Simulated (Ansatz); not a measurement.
Zone-centre phonons of Ga2Cu: input and output

The calculation used DFT LDA, scalar-relativistic, plane waves, PAW (Ansatz).

Launched with:
```bash
ansatz run input.yaml --threads 1 --pin off --max-ram 3072MiB --backend cpu --events-out ev --progress --plain --runs-dir out
```

Input (bare energies are in eV):
```yaml
crystal:
  lattice:
    - [2.772158692, 0.0, 0.0]
    - [0.0, 2.772158692, 0.0]
    - [0.0, 0.0, 5.667913398]
  atoms:
    - { symbol: Ga, position: [0.5, 0.5, 0.2831728104] }
    - { symbol: Ga, position: [0.5, 0.5, 0.7168271896] }
    - { symbol: Cu, position: [0.0, 0.0, 0.0] }
basis:
  ecutwfc: 420
kpoints:
  mp_grid: { grid: [16, 16, 8] }
hamiltonian:
  xc: lda
scf:
  occupations: { method: fermi_dirac, width: 0.15 }
output:
  eigenvalues: true
phonons:
  method: dfpt
  eigenvectors: true
```

The end of the output:
```
--- Phonons (Γ-DFPT): 4 representative perturbations + reference, on 405 of 2048 k-points (Σ response iterations 17) ---
  k mesh reduced under 4 symmetry operations, with k and −k counted as one. Each operation leaves every solved displacement unchanged or reverses it
  ASR residual: 3.989e-4 → 0.000e0 eV/Å²; symmetrization residual: 1.152e-5 eV/Å²
  ASR residual per site (eV/Å²): 2.99e-5 2.99e-5 3.99e-4
  Γ frequencies (cm⁻¹): 0.00 0.00 0.00 75.20 75.20 152.98 152.98 197.36 247.03
  non-analytic LO–TO correction: not included (Born effective charges unavailable; polar crystals: no LO–TO splitting at Γ)
```

The run took 4.3 min on 1 thread of Arm Neoverse V1, with other jobs on the host, peak memory 1.8 GiB.

In a metal, frequencies and elastic constants depend on the k mesh and the smearing, soft modes and shear constants most.